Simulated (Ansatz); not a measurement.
## Rocksalt alloy of MgO and CdO (52 of 64 Mg sites exchanged), 128 atoms

Ansatz, PAW, plane waves. PBEsol relaxation of volume and atoms (shape held) at the single k point (½, ½, ½); single points on the relaxed atoms at the Γ point alone, onto which points of the small cell's zone fold. Arrangement: random. No spin–orbit coupling unless named.

Relaxed structure:

```yaml
crystal:
  lattice:
    - [0.00000, 9.23004, 9.23004]
    - [9.23004, 0.00000, 9.23004]
    - [9.23004, 9.23004, 0.00000]
  atoms:
    - { symbol: O, position: [0.36895, 0.11814, 0.13235] }
    - { symbol: O, position: [0.87916, 0.12303, 0.10858] }
    - { symbol: O, position: [0.11537, 0.36724, 0.38350] }
    - { symbol: O, position: [0.36671, 0.63424, 0.11673] }
    - { symbol: O, position: [0.36450, 0.11625, 0.63577] }
    - { symbol: O, position: [0.62489, 0.37503, 0.37435] }
    - { symbol: O, position: [0.88213, 0.61838, 0.12033] }
    - { symbol: O, position: [0.87731, 0.13723, 0.62676] }
    - { symbol: O, position: [0.13096, 0.88282, 0.36715] }
    - { symbol: O, position: [0.11744, 0.37878, 0.88332] }
    - { symbol: O, position: [0.37616, 0.62558, 0.62711] }
    - { symbol: O, position: [0.63154, 0.86840, 0.38062] }
    - { symbol: O, position: [0.64015, 0.36130, 0.87317] }
    - { symbol: O, position: [0.86779, 0.63068, 0.61869] }
    - { symbol: O, position: [0.12954, 0.88253, 0.88077] }
    - { symbol: O, position: [0.62314, 0.87495, 0.87575] }
    - { symbol: O, position: [0.11149, 0.37577, 0.12593] }
    - { symbol: O, position: [0.37739, 0.12514, 0.37366] }
    - { symbol: O, position: [0.63658, 0.36548, 0.11533] }
    - { symbol: O, position: [0.87410, 0.12339, 0.37374] }
    - { symbol: O, position: [0.12157, 0.87899, 0.11196] }
    - { symbol: O, position: [0.11420, 0.36710, 0.63577] }
    - { symbol: O, position: [0.37455, 0.62321, 0.37550] }
    - { symbol: O, position: [0.62796, 0.87606, 0.12459] }
    - { symbol: O, position: [0.37460, 0.12502, 0.87418] }
    - { symbol: O, position: [0.63363, 0.36881, 0.63290] }
    - { symbol: O, position: [0.86859, 0.63306, 0.38100] }
    - { symbol: O, position: [0.87660, 0.13552, 0.87440] }
    - { symbol: O, position: [0.12227, 0.87375, 0.62868] }
    - { symbol: O, position: [0.36841, 0.63121, 0.88136] }
    - { symbol: O, position: [0.63790, 0.87458, 0.61246] }
    - { symbol: O, position: [0.88185, 0.61381, 0.88409] }
    - { symbol: O, position: [0.11686, 0.13136, 0.37143] }
    - { symbol: O, position: [0.37382, 0.37370, 0.12620] }
    - { symbol: O, position: [0.63345, 0.11875, 0.38148] }
    - { symbol: O, position: [0.88979, 0.37083, 0.12811] }
    - { symbol: O, position: [0.12424, 0.62384, 0.37601] }
    - { symbol: O, position: [0.36592, 0.88537, 0.13074] }
    - { symbol: O, position: [0.11752, 0.11856, 0.86823] }
    - { symbol: O, position: [0.37427, 0.37186, 0.62723] }
    - { symbol: O, position: [0.62675, 0.62377, 0.37537] }
    - { symbol: O, position: [0.88380, 0.88340, 0.11457] }
    - { symbol: O, position: [0.63572, 0.13164, 0.86564] }
    - { symbol: O, position: [0.88232, 0.35425, 0.63084] }
    - { symbol: O, position: [0.11675, 0.61643, 0.88372] }
    - { symbol: O, position: [0.36292, 0.88497, 0.63276] }
    - { symbol: O, position: [0.62615, 0.62428, 0.87530] }
    - { symbol: O, position: [0.86829, 0.88326, 0.61722] }
    - { symbol: O, position: [0.12339, 0.12454, 0.14095] }
    - { symbol: O, position: [0.63300, 0.13167, 0.11806] }
    - { symbol: O, position: [0.13095, 0.63275, 0.11935] }
    - { symbol: O, position: [0.11785, 0.13028, 0.63063] }
    - { symbol: O, position: [0.37496, 0.37387, 0.37464] }
    - { symbol: O, position: [0.62328, 0.62385, 0.12478] }
    - { symbol: O, position: [0.63226, 0.11565, 0.61727] }
    - { symbol: O, position: [0.88924, 0.35994, 0.37723] }
    - { symbol: O, position: [0.12228, 0.62449, 0.62498] }
    - { symbol: O, position: [0.36581, 0.88495, 0.36968] }
    - { symbol: O, position: [0.37721, 0.37439, 0.87581] }
    - { symbol: O, position: [0.63075, 0.63311, 0.61899] }
    - { symbol: O, position: [0.86333, 0.87646, 0.38661] }
    - { symbol: O, position: [0.87676, 0.36021, 0.87403] }
    - { symbol: O, position: [0.36071, 0.87635, 0.87526] }
    - { symbol: O, position: [0.87564, 0.87504, 0.87330] }
    - { symbol: Mg, position: [0.00161, 0.00303, 0.99484] }
    - { symbol: Mg, position: [0.00060, 0.49545, 0.00409] }
    - { symbol: Mg, position: [0.75657, 0.24901, 0.74960] }
    - { symbol: Mg, position: [0.75710, 0.24675, 0.99390] }
    - { symbol: Mg, position: [0.24699, 0.75529, 0.99805] }
    - { symbol: Mg, position: [0.74930, 0.75230, 0.50080] }
    - { symbol: Mg, position: [0.24646, 0.00239, 0.25079] }
    - { symbol: Mg, position: [0.99720, 0.24871, 0.50382] }
    - { symbol: Mg, position: [0.24463, 0.00030, 0.75408] }
    - { symbol: Mg, position: [0.00209, 0.24959, 0.25097] }
    - { symbol: Mg, position: [0.75036, 0.99864, 0.49873] }
    - { symbol: Mg, position: [0.99781, 0.24499, 0.75234] }
    - { symbol: Cd, position: [0.50074, 0.00190, 0.99955] }
    - { symbol: Cd, position: [0.99776, 0.00414, 0.49969] }
    - { symbol: Cd, position: [0.24555, 0.25012, 0.25030] }
    - { symbol: Cd, position: [0.50218, 0.49813, 0.99790] }
    - { symbol: Cd, position: [0.50021, 0.99887, 0.50203] }
    - { symbol: Cd, position: [0.75596, 0.24811, 0.24599] }
    - { symbol: Cd, position: [0.99620, 0.49621, 0.50418] }
    - { symbol: Cd, position: [0.24780, 0.75354, 0.24715] }
    - { symbol: Cd, position: [0.24342, 0.24746, 0.75514] }
    - { symbol: Cd, position: [0.50197, 0.49800, 0.50207] }
    - { symbol: Cd, position: [0.75419, 0.75002, 0.24753] }
    - { symbol: Cd, position: [0.24557, 0.75160, 0.75554] }
    - { symbol: Cd, position: [0.75119, 0.74910, 0.74937] }
    - { symbol: Cd, position: [0.99851, 0.00014, 0.24775] }
    - { symbol: Cd, position: [0.24787, 0.24966, 0.00304] }
    - { symbol: Cd, position: [0.50231, 0.00008, 0.25027] }
    - { symbol: Cd, position: [0.99988, 0.50050, 0.25071] }
    - { symbol: Cd, position: [0.99981, 0.00267, 0.75399] }
    - { symbol: Cd, position: [0.24664, 0.24776, 0.50348] }
    - { symbol: Cd, position: [0.49976, 0.50016, 0.24660] }
    - { symbol: Cd, position: [0.75090, 0.74768, 0.00082] }
    - { symbol: Cd, position: [0.49939, 0.99601, 0.74877] }
    - { symbol: Cd, position: [0.75287, 0.24779, 0.50016] }
    - { symbol: Cd, position: [0.99532, 0.49715, 0.75261] }
    - { symbol: Cd, position: [0.24939, 0.75128, 0.49913] }
    - { symbol: Cd, position: [0.50401, 0.50050, 0.75230] }
    - { symbol: Cd, position: [0.00244, 0.24550, 0.00063] }
    - { symbol: Cd, position: [0.50223, 0.24793, 0.00011] }
    - { symbol: Cd, position: [0.75226, 0.00027, 0.24898] }
    - { symbol: Cd, position: [0.00316, 0.75156, 0.99793] }
    - { symbol: Cd, position: [0.24764, 0.49984, 0.25021] }
    - { symbol: Cd, position: [0.49419, 0.75399, 0.99991] }
    - { symbol: Cd, position: [0.49961, 0.24602, 0.50215] }
    - { symbol: Cd, position: [0.75425, 0.49577, 0.25160] }
    - { symbol: Cd, position: [0.75265, 0.00331, 0.74588] }
    - { symbol: Cd, position: [0.99926, 0.75322, 0.49769] }
    - { symbol: Cd, position: [0.24855, 0.49911, 0.75237] }
    - { symbol: Cd, position: [0.49700, 0.75451, 0.50035] }
    - { symbol: Cd, position: [0.75340, 0.49546, 0.74822] }
    - { symbol: Cd, position: [0.24442, 0.00327, 0.00034] }
    - { symbol: Cd, position: [0.75463, 0.00433, 0.99582] }
    - { symbol: Cd, position: [0.24667, 0.49933, 0.00240] }
    - { symbol: Cd, position: [0.24370, 0.00536, 0.50097] }
    - { symbol: Cd, position: [0.50468, 0.24741, 0.25006] }
    - { symbol: Cd, position: [0.75533, 0.49351, 0.00032] }
    - { symbol: Cd, position: [0.99811, 0.75400, 0.25014] }
    - { symbol: Cd, position: [0.24761, 0.49745, 0.50261] }
    - { symbol: Cd, position: [0.49795, 0.75152, 0.25046] }
    - { symbol: Cd, position: [0.50407, 0.24788, 0.74816] }
    - { symbol: Cd, position: [0.75504, 0.49562, 0.50129] }
    - { symbol: Cd, position: [0.99769, 0.74881, 0.75053] }
    - { symbol: Cd, position: [0.49955, 0.75355, 0.74859] }
```

Question: What are the mean bond lengths by pair (pairs within 1.2 times the sum of covalent radii, less contacts 15 % beyond the pair's median; cation–cation pairs of compounds aside; long ionic contacts are cut short by that bound)?

Answer: Cd–O 2.337 ± 0.040 Å (standard deviation, 312 bonds); Mg–O 2.193 ± 0.043 Å (standard deviation, 72 bonds).

Question: What gap lies between the top filled and the lowest empty level in the single points?

Answer: HSE06 with spin–orbit coupling 1.38 eV (14 min on NVIDIA GB200).
